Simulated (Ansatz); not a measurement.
Os:
Space group P6₃/mmc (No. 194); a = b = 2.728 Å, c = 4.309 Å, α = β = 90.00°, γ = 120.00°

```json
[
 {"atom": "Os", "site": "2d", "symmetry": "-6m2", "x": "0.6667", "y": "0.3333", "z": "0.2500"}
]
```

Relaxed at zero pressure with the program Ansatz at the PBEsol level (PAW).

The volume is raised by 9 % and shape and atoms relax at that volume. What pressure results, and how do the axes share the change?

-30.3 GPa; a 3.1 %, b 3.1 %, c 2.6 %; the energy rises by 128 meV/atom.

Give the new structure.


Space group P6₃/mmc (No. 194); a = b = 2.8127 Å, c = 4.4200 Å, α = β = 90.00°, γ = 120.00°

```csv
atom,site,symmetry,x,y,z
Os,2d,-6m2,0.6667,0.3333,0.2500
```

The phase is kept; no other phase was compared at this pressure.

Space group P6_3/mmc (hcp (Mg type)). The PBEsol relaxation kept the symmetry of its start. No spin polarisation was allowed. Axis ratios of metals converge slowly with the k-mesh, so a and c are less sure than the volume. Scalar-relativistic: spin–orbit coupling is off unless named, which matters more the heavier the elements.

Potentials: the later of the program's two PAW sets.
